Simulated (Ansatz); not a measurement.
Here is the system:

HfIN:
```
HfIN
1.0
    1.84621     1.06591    10.60460
   -1.84621     1.06591    10.60460
    0.00000    -2.13182    10.60460
Hf I N
2 2 2
Direct
  0.79364   0.79364   0.79364
  0.20636   0.20636   0.20636
  0.39126   0.39126   0.39126
  0.60874   0.60874   0.60874
  0.13949   0.13949   0.13949
  0.86051   0.86051   0.86051
```

This is the r²SCAN+D4-relaxed structure.

Question: All from DFT-r²SCAN+D4 in the program Ansatz with PAW potentials, unless another level is named. Estimate the band gap.

Answer: 1.24 eV (indirect).

Question: Give the smallest direct gap on the standard path.

Answer: 2.51 eV.

Question: What about the valence-band maximum?

Answer: at T.

Space group R-3m. The workflow started from a Materials Project entry (that database holds measured and hypothetical structures alike); the Crystallography Open Database copy checked does not list it. Its standing as an ambient phase is unchecked. The r²SCAN+D4 relaxation kept the symmetry of its start; its stability against distortions is not shown here. No spin polarisation was allowed. Scalar-relativistic: spin–orbit coupling is off unless named, which matters more the heavier the elements.

Potentials: the later of the program's two PAW sets.
